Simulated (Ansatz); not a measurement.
Sr (fcc, Cu type)

Space group Fm-3m (No. 225); a = 6.1002 Å, b = 6.1002 Å, c = 6.1002 Å, α = 90.00°, β = 90.00°, γ = 90.00°

```json
[
 {"atom": "Sr", "site": "4a", "symmetry": "m-3m", "x": "0.0000", "y": "0.0000", "z": "0.0000"}
]
```
(The calculation used a cell of 1 atom; values per cell refer to that cell.)

E(V) scan at fixed shape, V₀ the volume above. Symmetry pins the atoms to their sites.

Calculation: r2SCAN (plane waves to 500 eV, PAW, scalar-relativistic; Ansatz, a program for electronic structure). k mesh 13×13×13 (Γ-centred), Fermi-Dirac smearing 0.05 eV. E stands for the smeared free energy. Sr was relaxed with its symmetry unable to fall. The PAW data are Ansatz's earlier set. The zero of ΔE is the relaxed starting cell. The last digit holds for this mesh only.

```csv
V (Å³/atom),ΔE (meV/atom)
53.345,8.2
53.912,5.6
54.480,3.6
55.047,2.0
55.615,0.9
56.182,0.2
56.750,0.0
57.317,0.2
57.885,0.8
58.452,1.8
59.020,3.1
59.587,4.8
60.155,6.9
```

### Question
What bulk modulus B₀ follows from a third-order Birch-Murnaghan fit?

### Answer
11.8 GPa.

### Question
What is the fitted pressure derivative B₀′?

### Answer
2.6.

(Under strain, the slope of the energy per volume gives the stress and its curvature an elastic modulus.)
